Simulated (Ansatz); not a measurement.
An ordered 4-atom cell of Si3Sn on the diamond lattice (P-4m2), relaxed with r2SCAN, was run in Ansatz 0.2.0 under altered settings. All numbers are computed, without spin polarisation but where a row says otherwise.

```
CELL_PARAMETERS angstrom
4.03764 0.00000 0.00000
0.00000 4.03764 0.00000
0.00000 0.00000 5.74862
ATOMIC_POSITIONS crystal
Si 0.50000 0.00000 0.77460
Si 0.50000 0.50000 0.00000
Si 0.00000 0.50000 0.22540
Sn 0.00000 0.00000 0.50000
```

The base run's other keys:
```yaml
kpoints:
  mp_grid: { grid: [4, 4, 2] }
hamiltonian:
  xc: hse06
scf:
  occupations: { method: fixed }
  n_extra_bands: 5
```

It takes 15 iterations with 1875 plane waves at 420 eV and 12 k points, and leaves a mean stress of -0.17 GPa. The gap over this mesh is 0.764 eV. It ran on 4 threads of Arm Neoverse V2, with other jobs on the host.

Outcomes, with energy and stress as changes against the base:
```tsv
setting	outcome	ΔF (meV/atom)	Δ mean stress (GPa)	gap on the mesh (eV)	iterations	wall time
PBE hybrid, exx coeff 0.15, omega 0.1 1/Å	converged	–	+0.5	0.704	15	8.9 s
PBE hybrid, exx coeff 0.4, omega 0.5 1/Å	converged	–	+0.2	0.575	16	10 s
scf.n_extra_bands: 0	converged	0.0	0.0	0.764	19	10 s
scf.occupations: cold 0.5	converged	+3.7	0.0	0.752	20	9.5 s
```
A dash marks a value that wasn't obtained or can't be compared. Stress is positive in compression. The base took 9.3 s. The base's mesh is coarse for a hybrid, so its own values aren't converged.

- PBE hybrid, exx coeff 0.15, omega 0.1 1/Å. That is 15 % exact exchange, screened with ω = 0.1 1/Å, against HSE06's 25 % screened at 0.208 1/Å. The mean stress moves by +0.5 GPa and the gap on the mesh by -0.060 eV (to 0.704). Totals of different functionals aren't comparable. The program warns that on this mesh the truncation of the exchange isn't bounded, so part of the change can be an error of the mesh.
- PBE hybrid, exx coeff 0.4, omega 0.5 1/Å. That is 40 % exact exchange, screened with ω = 0.5 1/Å, against HSE06's 25 % screened at 0.208 1/Å. The mean stress moves by +0.2 GPa and the gap on the mesh by -0.189 eV (to 0.575). Totals of different functionals aren't comparable.
- scf.occupations: cold 0.5. The free energy moves by +3.7 meV an atom, the mean stress by 0.0 GPa and the gap on the mesh by -0.012 eV (to 0.752). The term −TS is +5.9 meV an atom, of a sign that arises since this scheme's broadening is partly negative. A width of 0.5 eV moves electrons across a gap of 0.76 eV: this is no longer the ground state.

Within 1 meV an atom, 0.1 GPa and 0.005 eV of the base stay: scf.n_extra_bands: 0.

No spin-orbit coupling is included; it can move band edges with weight on the heavy atoms by tenths of an eV.

The stress of a hybrid is loosely converged in these runs.

The meshes of the hybrids are coarse, so their gaps aren't converged to the digits shown.
